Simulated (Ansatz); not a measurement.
The cell below belongs to a search over invented structures; it isn't taken from experiment.

Input and command of a plane-wave DFT calculation in Ansatz:

```yaml
crystal:
  lattice:
    - [3.9809589139, 0.0, 0.0]
    - [0.0, 3.9809589139, 0.0]
    - [0.0, 0.0, 11.2898820641]
  atoms:
    - { symbol: Mg, position: [0.0, 0.0, 0.0] }
    - { symbol: Mg, position: [0.5, 0.5, 0.2562537354] }
    - { symbol: Mg, position: [0.5, 0.5, 0.7437462646] }
    - { symbol: Zn, position: [0.0, 0.0, 0.5] }
    - { symbol: S, position: [0.5, 0.0, 0.6161448593] }
    - { symbol: S, position: [0.0, 0.5, 0.871828972] }
    - { symbol: S, position: [0.5, 0.0, 0.128171028] }
    - { symbol: S, position: [0.0, 0.5, 0.3838551407] }
basis:
  ecutwfc: 420
kpoints:
  mp_grid: { grid: [6, 6, 2] }
hamiltonian:
  xc: pbe
scf:
  occupations: { method: fixed }
output:
  forces: true
  stress: true
  eigenvalues: true
  write_density: true
  write_potential: true
  elf: true
  volumetric_format: npy
relax:
  adjacent_minimum: "off"
  f_tol: 0.001
  max_steps: 60
  cell: { stress_tol: 0.01 }
```

```bash
ansatz run input.yaml --threads 1 --pin off --max-ram 2560MiB --backend cpu --events-out ev --progress --plain --runs-dir out
```

Processor: Intel(R) Xeon(R) Processor @ 2.50GHz (Skylake/Cascade Lake), 1 thread, on a host shared with other jobs.

Problem. How long does it run, and how much memory does it take?

Solution. About 92 s, peak memory 0.46 GiB. It solves 41 bands at 20 k points (after reduction by symmetry) with about 3509 plane waves (on the last cell), in 24 SCF iterations over 4 ionic steps.
